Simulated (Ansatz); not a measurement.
# Zone-centre phonons of TiPb at 0.3 GPa: input and output

The calculation used DFT PBEsol, scalar-relativistic, plane waves, PAW (Ansatz 0.2.0).

Launched with:
```bash
ansatz run input.yaml --threads 1 --pin off --max-ram 1228MiB --backend cpu --events-out ev --progress --plain --runs-dir out
```

Input (bare energies are in eV):
```yaml
crystal:
  lattice:
    - [3.4474, 0.0, 0.0]
    - [0.0, 3.4474, 0.0]
    - [0.0, 0.0, 3.4474]
  atoms:
    - { symbol: Ti, position: [0.0, 0.0, 0.0] }
    - { symbol: Pb, position: [0.5, 0.5, 0.5] }
basis:
  ecutwfc: 420
kpoints:
  mp_grid: { grid: [12, 12, 12] }
hamiltonian:
  xc: pbesol
scf:
  occupations: { method: fermi_dirac, width: 0.15 }
output:
  eigenvalues: true
phonons:
  method: dfpt
  eigenvectors: true
```

Results section of the output:
```
--- Phonons (Γ-DFPT): 2 representative perturbations + reference, on 196 of 1728 k-points (Σ response iterations 6) ---
  k mesh reduced under 8 symmetry operations, with k and −k counted as one. Each operation leaves every solved perturbation unchanged. A smaller set is not used because it would not reduce the number of displacements ...
  ASR residual: 1.647e-3 → 0.000e0 eV/Å²; symmetrization residual: 1.345e-5 eV/Å²
  ASR residual per site (eV/Å²): 1.65e-3 7.58e-5
  Γ frequencies (cm⁻¹): 0.00 0.00 0.00 178.60 178.60 178.60
  non-analytic LO–TO correction: not included (Born effective charges unavailable; polar crystals: no LO–TO splitting at Γ)
```

It took 68 s on 1 thread of Arm Neoverse N1, on a shared host, peak memory 0.72 GiB.

The cell is the ideal cubic caesium chloride prototype; whether it is the stable structure of this composition wasn't checked. In a metal, frequencies and elastic constants depend on the k mesh and the smearing, soft modes and shear constants most. Spin–orbit coupling is left out, which can shift energies with elements as heavy as these.